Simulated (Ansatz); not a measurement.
A geometry of Ba away from equilibrium: step 2 of the relaxation of a relaxed Ba cell, doubled along one cell vector, shaken by Gaussian noise of σ = 0.08 Å a coordinate. Calculation: r2SCAN (plane waves to 500 eV, PAW, scalar-relativistic; Ansatz, a first-principles code). Γ-centred k-mesh 8×4×8 on the run's cell (coarser than for final values), Fermi–Dirac smearing 0.05 eV.

```xyz
4
Lattice="-0.0443 3.7932 3.8130 7.5028 0.0407 7.4966 3.8092 3.7864 -0.0375" Properties=species:S:1:pos:R:3 pbc="T T T"
Ba     5.6394     5.6665     5.6815
Ba     9.3982     5.7196     9.5930
Ba     3.8422     3.6996     3.8527
Ba     7.4716     3.8387     7.6707
```

**Question.** Give the Cartesian forces on all atoms (eV/Å).

**Answer.** 
| atom | Fx | Fy | Fz |
|---|---|---|---|
| Ba1 | 0.09 | 0.11 | -0.03 |
| Ba2 | -0.05 | 0.10 | 0.02 |
| Ba3 | -0.08 | -0.12 | -0.05 |
| Ba4 | 0.05 | -0.09 | 0.06 |

**Question.** What is the pressure?

**Answer.** -0.1 GPa, compression positive.

No spin polarisation in the result.

The end of the path is a generated cell of Ba: the first start was made by placing the elements on the sites of a structure type, and the end was not matched to a known phase here, so it may be hypothetical. Known forms of Ba include space group No. 229.
